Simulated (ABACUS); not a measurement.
Consider a self-consistent single point of GeRh (Pm, 8 atoms in the cell; from Materials Project mp-22239, changed as shown).

```yaml
crystal:
  lattice:
    - [5.78332, 0.00000, 0.00000]
    - [0.00000, 3.35814, 0.00000]
    - [0.00000, 0.00000, 6.58342]
  atoms:
    - { symbol: Ge, position: [0.80826, 0.75000, 0.43643] }
    - { symbol: Ge, position: [0.19174, 0.25000, 0.56357] }
    - { symbol: Ge, position: [0.69174, 0.25000, 0.93643] }
    - { symbol: Ge, position: [0.30826, 0.75000, 0.06965] }
    - { symbol: Rh, position: [0.99544, 0.75000, 0.79662] }
    - { symbol: Rh, position: [0.00456, 0.25000, 0.20338] }
    - { symbol: Rh, position: [0.50456, 0.25000, 0.29662] }
    - { symbol: Rh, position: [0.49544, 0.75000, 0.70338] }
```

Method: PBEsol, PseudoDojo 0.4 standard norm-conserving PBEsol (tails mended) pseudopotentials (plane waves; ABACUS).

ABACUS settings:

```
setting                                                                  value
---------------  -------------------------------------------------------------
KPT                                                          Gamma 3 4 2 0 0 0
basis_type                                                                  pw
dft_functional                                                          PBESOL
ecutwfc                                                                  88 Ry
smearing_method                                                             fd
smearing_sigma                                                   0.00734986 Ry
potentials       PseudoDojo 0.4 standard norm-conserving PBEsol (tails mended)
symmetry                                                                     1
ks_solver                                                                  dav
scf_nmax                                                                   100
scf_thr                                                             1.0e-09 Ry
mixing_type                                                              pulay
```

Results:

- Number of valence electrons = 124
- Number of bands = 75
- Number of k-points after the program's reduction = 12
- Number of plane waves (most at a k-point) = 12075
- Number of SCF iterations = 14
- FFT grid = 72 × 40 × 75
- Free energy E − TS = -22471.9265 eV
- Fermi level (on the code's own zero) = 16.34 eV
- Pressure = -11.29 GPa
- Largest force (vector length) = 0.318 eV/Å

Forces (eV/Å):
```json
[
 {"atom": "Ge1", "Fx": "-0.179", "Fy": "0.000", "Fz": "-0.144"},
 {"atom": "Ge2", "Fx": "0.200", "Fy": "0.000", "Fz": "0.247"},
 {"atom": "Ge3", "Fx": "0.182", "Fy": "0.000", "Fz": "-0.234"},
 {"atom": "Ge4", "Fx": "-0.252", "Fy": "0.000", "Fz": "-0.091"},
 {"atom": "Rh5", "Fx": "0.082", "Fy": "0.000", "Fz": "0.060"},
 {"atom": "Rh6", "Fx": "-0.058", "Fy": "0.000", "Fz": "0.022"},
 {"atom": "Rh7", "Fx": "0.015", "Fy": "0.000", "Fz": "0.098"},
 {"atom": "Rh8", "Fx": "0.011", "Fy": "0.000", "Fz": "0.043"}
]
```

Stress (GPa, positive for compression):
```
-12.58    0.00    0.08
  0.00   -7.85    0.00
  0.08    0.00  -13.45
```

For comparison: a first run was changed to give this one (atom 4 moved by +0.04 angstrom along z), and from it to this one the free energy stays essentially unchanged (within 1 meV/atom), the pressure stays near -11.29 GPa while the yy stress (positive for compression) goes from -8.22 to -7.85 GPa and the largest force goes from 0.278 to 0.318 eV/Å.

The structure comes from a collection of computed structures, made at another level of theory; the collection holds predicted forms beside known ones. Its lattice was then scaled. No clean gap shows at this smearing width and mesh (spacing up to 0.48 Å⁻¹); the mesh is coarse for partly filled bands, so the values carry mesh errors.

Cost on one core: roughly 9 core-minutes.

“Tails mended”: in these copies of the files the far tail of each local potential was reset to the Coulomb form.
